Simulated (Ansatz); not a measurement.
Problem. Write an Ansatz input for a full relaxation of cell and atoms of Y with PBE (scalar-relativistic), a cutoff of 420 eV (density cutoff 4 times that), a Γ-centred 6×6×4 mesh and Gaussian smearing of 0.05 eV, without spin polarisation. Stop at forces under 0.03 eV/Å and stress under 0.3 GPa, or after 60 steps. Forces, stress and eigenvalues are wanted. The structure:
```
CELL_PARAMETERS angstrom
3.6500000000 0.0000000000 0.0000000000
-1.8250000000 3.1609927238 0.0000000000
0.0000000000 0.0000000000 5.7341500000
ATOMIC_POSITIONS crystal
Y 0.3333333333 0.6666666667 0.7500000000
Y 0.6666666667 0.3333333333 0.2500000000
```

Solution. 
```yaml
crystal:
  lattice:
    - [3.65, 0.0, 0.0]
    - [-1.825, 3.1609927238, 0.0]
    - [0.0, 0.0, 5.73415]
  atoms:
    - { symbol: "Y", position: [0.3333333333, 0.6666666667, 0.75] }
    - { symbol: "Y", position: [0.6666666667, 0.3333333333, 0.25] }
basis:
  ecutwfc: 420
  ecutrho_ratio: 4
kpoints:
  mp_grid: { grid: [6, 6, 4] }
hamiltonian:
  xc: pbe
scf:
  occupations: { method: gaussian, width: 0.05 }
output:
  forces: true
  stress: true
  eigenvalues: true
relax:
  f_tol: 0.03
  max_steps: 60
  cell: { stress_tol: 0.3 }
```

Run as written, it has 22 valence electrons, 1267 plane waves at Γ (in the final cell), 24 symmetry operations and 21 irreducible k-points; it took 13 SCF iterations in all.
